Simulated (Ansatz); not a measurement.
Sr3Se2Cl2O6:
Space group C2 (No. 5); a = 12.9624 Å, b = 5.4690 Å, c = 6.3314 Å, α = 90.00°, β = 94.19°, γ = 90.00°

```
atom  site  symmetry       x       y       z
----  ----  --------  ------  ------  ------
Sr      4c         1  0.2097  0.4954  0.2157
Sr      2a         2  0.0000  0.9509  0.0000
Se      4c         1  0.1008  0.4957  0.7239
Cl      4c         1  0.1585  0.0031  0.3803
O       4c         1  0.3463  0.2234  0.1144
O       4c         1  0.3667  0.7501  0.1165
O       4c         1  0.0244  0.5453  0.2399
```
(The calculation used a cell of 13 atoms; values per cell refer to that cell.)

Relaxed at zero pressure with LDA (plane waves, PAW; program Ansatz).

The volume is lowered by 3 % and shape and atoms relax at that volume. What pressure results, and how do the axes share the change?

1.3 GPa; a -0.4 %, b -0.7 %, c -2.1 %; the energy rises by 2 meV/atom.

Give the new structure.


Space group C2 (No. 5); a = 12.9091 Å, b = 5.4321 Å, c = 6.2015 Å, α = γ = 90.00°, β = 93.17°

| atom | site | symmetry | x | y | z |
|---|---|---|---|---|---|
| Sr | 4c | 1 | 0.2079 | 0.4960 | 0.2180 |
| Sr | 2a | 2 | 0.0000 | 0.9531 | 0.0000 |
| Se | 4c | 1 | 0.1034 | 0.4957 | 0.7191 |
| Cl | 4c | 1 | 0.1549 | 0.0025 | 0.3839 |
| O | 4c | 1 | 0.3456 | 0.2249 | 0.1159 |
| O | 4c | 1 | 0.3649 | 0.7500 | 0.1174 |
| O | 4c | 1 | 0.0226 | 0.5429 | 0.2438 |

The phase is kept; no other phase was compared at this pressure.

The workflow started from a Materials Project entry (that database holds measured and hypothetical structures alike); the Crystallography Open Database copy checked does not list it. Its standing as an ambient phase is unchecked. The LDA relaxation kept the symmetry of its start; whether a distortion lowers the energy is not shown.

Potentials: the later of the program's two PAW sets.
